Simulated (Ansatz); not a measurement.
Density of states of a GeSb$_{2}$Te$_{4}$ cell (a random packing after short dynamics, relaxed), per eV and atom, broadened by Gaussian smearing of width 0.1 eV and averaged over bins of 0.2 eV, from 8 eV under the Fermi level at most up to where the solved bands end.

All numbers below come from Ansatz, DFT PBE, scalar-relativistic, plane waves, PAW.

Cutoff 420 eV; k points 3×3×3 on the computed 21-atom cell (Γ-centred); Gaussian smearing, width 0.10 eV; no spin polarisation.

```yaml
crystal:
  lattice:
    - [8.91622, 0.09665, -0.50938]
    - [0.10716, 8.53374, 0.28075]
    - [-0.53024, 0.28386, 9.91460]
  atoms:
    - { symbol: Ge, position: [0.45313, 0.92183, 0.97331] }
    - { symbol: Ge, position: [0.88828, 0.92324, 0.96875] }
    - { symbol: Ge, position: [0.67041, 0.98152, 0.52390] }
    - { symbol: Sb, position: [0.31624, 0.11394, 0.34623] }
    - { symbol: Sb, position: [0.16804, 0.65329, 0.91317] }
    - { symbol: Sb, position: [0.71946, 0.35288, 0.80409] }
    - { symbol: Sb, position: [0.06122, 0.78704, 0.56991] }
    - { symbol: Sb, position: [0.33000, 0.57664, 0.33595] }
    - { symbol: Sb, position: [0.83892, 0.53786, 0.25256] }
    - { symbol: Te, position: [0.77104, 0.64162, 0.55363] }
    - { symbol: Te, position: [0.67462, 0.13649, 0.04523] }
    - { symbol: Te, position: [0.51680, 0.84423, 0.25275] }
    - { symbol: Te, position: [0.89975, 0.09468, 0.71880] }
    - { symbol: Te, position: [0.57383, 0.31860, 0.39606] }
    - { symbol: Te, position: [0.04783, 0.32155, 0.40914] }
    - { symbol: Te, position: [0.39254, 0.01070, 0.62442] }
    - { symbol: Te, position: [0.04594, 0.80793, 0.26839] }
    - { symbol: Te, position: [0.66803, 0.70883, 0.93442] }
    - { symbol: Te, position: [0.25069, 0.52424, 0.67627] }
    - { symbol: Te, position: [0.37377, 0.44574, 0.08761] }
    - { symbol: Te, position: [0.97853, 0.39873, 0.99555] }
```

| E − E_F (eV) | total | Te 5p | Sb 5p | Ge 4p | Ge 4s |
| --- | --- | --- | --- | --- | --- |
| -7.95 | 0.412 | 0.069 | 0.009 | 0.003 | 0.174 |
| -7.75 | 0.138 | 0.024 | 0.003 | 0.001 | 0.067 |
| -7.55 | 0.295 | 0.052 | 0.006 | 0.003 | 0.149 |
| -7.35 | 0.132 | 0.023 | 0.003 | 0.002 | 0.068 |
| -7.15 | 0.030 | 0.006 | 0.001 | 0.000 | 0.015 |
| -6.95 | 0.257 | 0.050 | 0.009 | 0.002 | 0.124 |
| -6.75 | 0.168 | 0.030 | 0.005 | 0.001 | 0.078 |
| -6.55 | 0.022 | 0.004 | 0.001 | 0.000 | 0.010 |
| -6.35 | 0.000 | 0.000 | 0.000 | 0.000 | 0.000 |
| -6.15 | 0.000 | 0.000 | 0.000 | 0.000 | 0.000 |
| -5.95 | 0.000 | 0.000 | 0.000 | 0.000 | 0.000 |
| -5.75 | 0.000 | 0.000 | 0.000 | 0.000 | 0.000 |
| -5.55 | 0.000 | 0.000 | 0.000 | 0.000 | 0.000 |
| -5.35 | 0.000 | 0.000 | 0.000 | 0.000 | 0.000 |
| -5.15 | 0.003 | 0.002 | 0.001 | 0.000 | 0.000 |
| -4.95 | 0.080 | 0.043 | 0.027 | 0.006 | 0.001 |
| -4.75 | 0.470 | 0.251 | 0.165 | 0.032 | 0.004 |
| -4.55 | 0.542 | 0.293 | 0.185 | 0.038 | 0.004 |
| -4.35 | 0.578 | 0.318 | 0.182 | 0.045 | 0.005 |
| -4.15 | 0.691 | 0.384 | 0.216 | 0.053 | 0.007 |
| -3.95 | 0.779 | 0.441 | 0.231 | 0.066 | 0.007 |
| -3.75 | 0.715 | 0.406 | 0.209 | 0.060 | 0.007 |
| -3.55 | 0.727 | 0.421 | 0.206 | 0.060 | 0.006 |
| -3.35 | 0.790 | 0.457 | 0.215 | 0.069 | 0.007 |
| -3.15 | 0.821 | 0.481 | 0.221 | 0.069 | 0.006 |
| -2.95 | 0.750 | 0.443 | 0.189 | 0.071 | 0.007 |
| -2.75 | 0.829 | 0.493 | 0.208 | 0.075 | 0.009 |
| -2.55 | 0.829 | 0.505 | 0.193 | 0.077 | 0.011 |
| -2.35 | 0.819 | 0.509 | 0.170 | 0.082 | 0.011 |
| -2.15 | 0.884 | 0.573 | 0.175 | 0.078 | 0.009 |
| -1.95 | 0.764 | 0.509 | 0.134 | 0.068 | 0.009 |
| -1.75 | 0.827 | 0.575 | 0.114 | 0.076 | 0.012 |
| -1.55 | 0.695 | 0.509 | 0.078 | 0.053 | 0.011 |
| -1.35 | 0.721 | 0.544 | 0.077 | 0.045 | 0.012 |
| -1.15 | 0.816 | 0.625 | 0.079 | 0.047 | 0.015 |
| -0.95 | 0.781 | 0.584 | 0.075 | 0.052 | 0.021 |
| -0.75 | 0.722 | 0.533 | 0.071 | 0.055 | 0.021 |
| -0.55 | 0.650 | 0.483 | 0.064 | 0.044 | 0.020 |
| -0.35 | 0.605 | 0.463 | 0.055 | 0.033 | 0.017 |
| -0.15 | 0.253 | 0.192 | 0.025 | 0.013 | 0.007 |
| 0.05 | 0.028 | 0.012 | 0.011 | 0.002 | 0.001 |
| 0.25 | 0.307 | 0.126 | 0.114 | 0.032 | 0.007 |
| 0.45 | 0.329 | 0.136 | 0.122 | 0.033 | 0.007 |
| 0.65 | 0.508 | 0.180 | 0.223 | 0.048 | 0.005 |
| 0.85 | 0.623 | 0.224 | 0.264 | 0.067 | 0.006 |

The columns after the total are the largest Löwdin projections on the valence shells of the potentials, so they needn't add up, and the weight of a shell that a potential lacks goes to other orbitals. The cell has a gap on the mesh of 0.37 eV.

The relaxation stopped before its thresholds.

Spin-orbit coupling is left out, which matters for the bands of heavy elements. The gap is read on a mesh, which can miss the band edges, so it can be too wide.

Cost: 2 runs of about 34 core-minutes in all (earlier runs that led there not counted), on Intel Xeon Processor @ 2.50GHz (Skylake/Cascade Lake) (shared hosts).